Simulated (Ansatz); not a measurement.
**Axial (c/a) deformation path in P**

The calculation used DFT PBEsol, scalar-relativistic, plane waves, PAW (Ansatz 0.2.0). The runs took a 650 eV cutoff, a Γ-centred 18×18×18 mesh and Gaussian smearing (0.15 eV). No spin polarisation. Energies are free energies at this smearing, counted from the undisturbed cell; pressure is positive in compression.

Zero of the scan (as given, not relaxed at this level; it stands at -1.7 GPa; this form isn't the usual structure):

```
P
1.0
     1.72573    0.99635    3.12968
    -1.72573    0.99635    3.12968
     0.00000   -1.99270    3.12968
P
2
Cartesian
  0.0000 0.0000 2.1321
  0.0000 0.0000 7.2570
```

At fixed volume and fractional coordinates, lengths along (0.000, 0.000, 1.000) are scaled against those across it; ρ is that ratio over its starting value. The cell is metallic on the mesh throughout.

| ρ | ΔE (meV/atom) |
| --- | --- |
| 0.800 | 131.1 |
| 0.850 | 65.5 |
| 0.920 | 11.7 |
| 0.960 | 0.1 |
| 1.000 | 0.0 |
| 1.050 | 8.8 |
| 1.100 | 23.1 |
| 1.200 | 66.7 |
| 1.300 | 138.8 |

**Question.** Predict the pressure (GPa) at each point.

**Answer.**
| ρ | pressure (GPa) |
| --- | --- |
| 0.800 | -7.1 |
| 0.850 | -5.6 |
| 0.920 | -3.7 |
| 0.960 | -2.6 |
| 1.000 | -1.7 |
| 1.050 | -0.7 |
| 1.100 | 0.3 |
| 1.200 | 1.5 |
| 1.300 | 2.3 |

Cost: 9 runs of about 2.8 core-minutes in all, on Intel Xeon Processor @ 2.70GHz (shared hosts).